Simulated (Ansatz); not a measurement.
C: computed DOS

```cif
data_structure
_symmetry_space_group_name_H-M 'P 1'
_symmetry_Int_Tables_number 1
_cell_length_a 2.4673
_cell_length_b 2.4673
_cell_length_c 7.8031
_cell_angle_alpha 90.000
_cell_angle_beta 90.000
_cell_angle_gamma 120.000
_cell_volume 41.14
loop_
_atom_site_label
_atom_site_type_symbol
_atom_site_fract_x
_atom_site_fract_y
_atom_site_fract_z
_atom_site_occupancy
C1 C 0.00000 0.00000 0.25000 1
C2 C 0.00000 0.00000 0.75000 1
C3 C 0.33333 0.66667 0.25000 1
C4 C 0.66667 0.33333 0.75000 1
```

The runs use the primitive cell with vectors (2.467, 0.000, 0.000), (-1.234, 2.137, 0.000), (0.000, 0.000, 7.803) Å, to which the k mesh refers.

Structure from Materials Project entry mp-48 (possibly hypothetical), not relaxed further.

These are results of DFT, PBE, all-electron LAPW, scalar-relativistic (Ansatz 0.2.0), not measurements.

The runs use a Γ-centred 19×19×6 k mesh, Fermi–Dirac smearing of 0.05 eV, basis error target 1 meV/atom, no spin polarisation.

States per eV and cell, averaged over 0.6 eV, from -5.8 to 3.6 eV, with energies (bin centres) from the Fermi level; empty bins are left out. 

```json
{"E (eV)": "-5.6", "total": "1.31"}
{"E (eV)": "-5.0", "total": "1.44"}
{"E (eV)": "-4.4", "total": "1.19"}
{"E (eV)": "-3.8", "total": "1.14"}
{"E (eV)": "-3.2", "total": "0.99"}
{"E (eV)": "-2.6", "total": "0.95"}
{"E (eV)": "-2.0", "total": "0.67"}
{"E (eV)": "-1.4", "total": "0.36"}
{"E (eV)": "-0.8", "total": "0.19"}
{"E (eV)": "-0.2", "total": "0.02"}
{"E (eV)": "0.4", "total": "0.08"}
{"E (eV)": "1.0", "total": "0.29"}
{"E (eV)": "1.6", "total": "0.89"}
{"E (eV)": "2.2", "total": "0.76"}
{"E (eV)": "2.8", "total": "0.57"}
{"E (eV)": "3.4", "total": "0.51"}
```
